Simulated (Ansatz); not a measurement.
Relaxed-ion elastic tensor of BaF2 (fluorite, space group No. 225) in GPa (Voigt order), PBEsol (plane waves, PAW; program Ansatz); density 5.04 g/cm³, 19.27 Å³ per atom.

```
95.9  44.7  44.7   0.0   0.0   0.0
44.7  95.9  44.7   0.0   0.0   0.0
44.7  44.7  95.9   0.0   0.0   0.0
 0.0   0.0   0.0  26.0   0.0   0.0
 0.0   0.0   0.0   0.0  26.0   0.0
 0.0   0.0   0.0   0.0   0.0  26.0
```

Problem. Is the crystal mechanically stable?

Solution. Yes: the smallest eigenvalue of C is 26.0 GPa.

Problem. Work out the Voigt, Reuss and Hill averages.

Solution. K_V = 61.8, K_R = 61.8, K_H = 61.8; G_V = 25.9, G_R = 25.8, G_H = 25.8 GPa.

Problem. Give Young's modulus, Poisson's ratio, Pugh's ratio and the universal anisotropy index.

Solution. E = 9KG/(3K + G) = 68.1 GPa; ν = 0.32; K/G = 2.39 (ductile by the Pugh limit of 1.75); A_U = 5G_V/G_R + K_V/K_R − 6 = 0.00.

Problem. Estimate the sound speeds and the Debye temperature.

Solution. v_l = √((K + 4G/3)/ρ) = 4370 m/s, v_t = √(G/ρ) = 2270 m/s, mean 2540 m/s; Θ = (h/k)(3n/4πV)^(1/3) v_m = 282 K.

Problem. Give the Zener ratio and Young's modulus along [100], [110] and [111].

Solution. A = 2C44/(C11 − C12) = 1.02; 1/E = S11 − 2(S11 − S12 − S44/2)Γ with Γ = 0, 1/4, 1/3 gives 67.4, 68.2, 68.5 GPa.

Problem. Solve the Christoffel equation for the three sound speeds along [100], [110], [111].

Solution. Eigenvalues of C_ijkl n_j n_l equal ρv². In km/s, slowest first: [100] 2.27, 2.27, 4.36; [110] 2.25, 2.27, 4.37; [111] 2.26, 2.26, 4.38.

Space group Fm-3m (fluorite). Symmetry was held in the PBEsol relaxation; phonons on a q-mesh show no instability. Scalar-relativistic: spin–orbit coupling is off unless named, which matters more the heavier the elements.

Potentials: the later of the program's two PAW sets.
